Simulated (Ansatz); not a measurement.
A geometry of TiAl3 away from equilibrium: step 3 of the relaxation of a relaxed TiAl3 cell displaced along its unstable phonon at q = Γ (177i cm⁻¹), largest move 0.15 Å. Level of theory: PBEsol (plane waves to 420 eV, PAW, scalar-relativistic; Ansatz, an electronic-structure program). Γ-centred k-mesh 5×5×11 on the run's cell (coarser than for final values), Fermi–Dirac smearing 0.05 eV.

```yaml
crystal:
  lattice:
    - [7.40665, 0.00000, 0.00000]
    - [-3.70332, 6.41434, 0.00000]
    - [0.00000, 0.00000, 2.88375]
  atoms:
    - { symbol: Al, position: [0.34446, 0.00000, 0.00000] }
    - { symbol: Al, position: [0.28911, 0.28911, 0.50000] }
    - { symbol: Al, position: [0.00000, 0.34446, 0.00000] }
    - { symbol: Al, position: [0.71089, 0.00000, 0.50000] }
    - { symbol: Al, position: [0.65554, 0.65554, 0.00000] }
    - { symbol: Al, position: [0.00000, 0.71089, 0.50000] }
    - { symbol: Ti, position: [0.33333, 0.66667, 0.43871] }
    - { symbol: Ti, position: [0.66667, 0.33333, 0.56129] }
```

Which atoms carry the largest force, and which way does it point?

0.51 eV/Å, on Ti7, Ti8 (atoms numbered as listed); on Ti7 its components are (0.00, 0.00, 0.51).

What is the pressure?

-0.3 GPa, compression positive.

How much energy per atom can still be gained by relaxing?

0.06 eV/atom; the path ends in P-62m (No. 189).

No spin polarisation in the result.

The run could not lose the symmetry of its start, so the end can be a saddle point.

The end of the path is a generated cell of TiAl3: the first start was made by placing the elements on the sites of a structure type, and the end was not matched to a known phase here, so it may be hypothetical. Known forms of TiAl3 include space group No. 139.
